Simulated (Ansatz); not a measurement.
Given:

SiC (wurtzite)

```yaml
crystal:
  lattice:
    - [3.07548, 0.00000, 0.00000]
    - [-1.53774, 2.66344, 0.00000]
    - [0.00000, 0.00000, 5.04859]
  atoms:
    - { symbol: Si, position: [0.66667, 0.33333, 0.00050] }
    - { symbol: Si, position: [0.33333, 0.66667, 0.50050] }
    - { symbol: C, position: [0.66667, 0.33333, 0.62470] }
    - { symbol: C, position: [0.33333, 0.66667, 0.12470] }
```

The volume is varied about the relaxed value V₀ at fixed cell shape. The atoms relax within the cell's symmetry.

Method: r2SCAN (plane waves to 500 eV, PAW, scalar-relativistic; Ansatz, a first-principles code). k mesh 12×12×7 (Γ-centred), Fermi-Dirac smearing 0.05 eV. Energies are smeared free energies. Stress and pressure are positive under compression. With the shape held, the modulus is that of even scaling; a crystal free to change shape is softer. SiC was relaxed with its symmetry unable to fall. The PAW data are Ansatz's earlier set. ΔE is measured from the relaxed starting cell.

The scan covers V/V₀ from 0.940 to 1.060 in 9 points.

Task: What is the fitted pressure derivative B₀′?

Result: 3.9.

Task: What bulk modulus at fixed cell shape B₀ follows from a third-order Birch-Murnaghan fit?

Result: 228 GPa.

(Under strain, the slope of the energy per volume gives the stress and its curvature an elastic modulus.)
